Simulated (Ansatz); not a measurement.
Relaxed GaSb (zinc blende):

```
GaSb
1.0
    0.00000     6.21351     6.21351
    3.10675     3.10675     6.21351
    3.10675     3.10675     0.00000
Sb Ga
2 2
Direct
  0.00000   0.75000   0.75000
  0.50000   0.75000   0.75000
  0.00000   0.00000   0.00000
  0.50000   0.00000   0.00000
```

The atoms are displaced by Q × the pattern below (from a DFPT mode at X = (0.5, 0.5, 0.0), largest move 1; Q in Å), at fixed cell. It is one choice among 2 degenerate patterns. (q is in reciprocal vectors of the primitive cell; the cell shown is doubled to hold the pattern.)

```tsv
atom	x	y	z
Sb1	0.652	0.000	0.000
Sb2	-0.652	0.000	0.000
Ga3	0.000	-1.000	0.000
Ga4	0.000	1.000	0.000
```

Calculation: PBE (plane waves to 420 eV, PAW, scalar-relativistic; Ansatz, a quantum-chemistry and plane-wave program). k mesh 13×13×13 (Γ-centred), Fermi-Dirac smearing 0.05 eV. E stands for the smeared free energy. With partly filled bands, energies and forces of such displacements shift with the k mesh and the smearing. At this level the bands of GaSb touch or barely overlap; measurements give the solid a gap. GaSb was relaxed with its symmetry unable to fall. Spin-orbit coupling is left out, though Sb is heavy. The zero of ΔE is the undisplaced structure.

```tsv
Q (Å)	ΔE (meV/cell)
-0.100	165
-0.083	(withheld)
-0.067	(withheld)
-0.050	41
-0.033	18
-0.017	5
0.000	0
0.017	5
0.033	18
0.050	41
0.067	(withheld)
0.083	(withheld)
0.100	165
```

Question: What belongs in the gaps?

Answer: 
- -0.083, ΔE (meV/cell): 115
- -0.067, ΔE (meV/cell): 73
- 0.067, ΔE (meV/cell): 73
- 0.083, ΔE (meV/cell): 115

(For displaced atoms, the force is minus the slope of the energy, and its curvature is a force constant, which sets phonon frequencies.)
